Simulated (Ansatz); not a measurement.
Equation of state of FeNi2 under PBE

```
Ni Fe
1.0
     0.00000    3.27508    3.27508
     3.27508    0.00000    3.27508
     3.27508    3.27508    0.00000
Ni Fe
4 2
Direct
  0.62500 0.62500 0.62500
  0.12500 0.62500 0.62500
  0.62500 0.12500 0.62500
  0.62500 0.62500 0.12500
  0.00000 0.00000 0.00000
  0.25000 0.25000 0.25000
```

The cell comes from a database or a generator and needn't be the stable form of this composition.

The cell was scaled at fixed shape and fractions and run with Ansatz, Ansatz PAW, cutoff 420 eV; PBE, k mesh 7 × 7 × 7 on the cell of 6 atoms, fermi-dirac occupations of 0.05 eV, collinear spin, ferromagnetic start, no spin-orbit coupling. Energies are those that the program minimises, any entropy of the smearing included. For a metal such a mesh isn't converged to the digits shown. The magnetic state is the one that the start led to, which needn't be the lowest.

```csv
V (Å³/atom),energy over the lowest row (meV/atom)
11.0071,25.83
11.2413,10.95
11.4755,?
11.7097,0.00
11.9438,2.61
12.1780,9.82
12.4122,21.11
```

**Question.** Fit the third-order Birch-Murnaghan form, give V0, B0 and B′, and predict the energy left open.

**Answer.** With y = (V0/V)^(2/3), E = E0 + (9 V0 B0/16) [(y - 1)³ B′ + (y - 1)² (6 - 4y)]. Least squares through the rows shown give V0 = 11.7043 Å³/atom, E0 = 0.01 meV, B0 = 176.9 GPa (1 eV/Å³ = 160.218 GPa) and B′ = 4.80, with a largest miss of 0.01 meV. At V = 11.4755 the form with these constants gives 2.58 meV; the run gave 2.58 meV an atom.
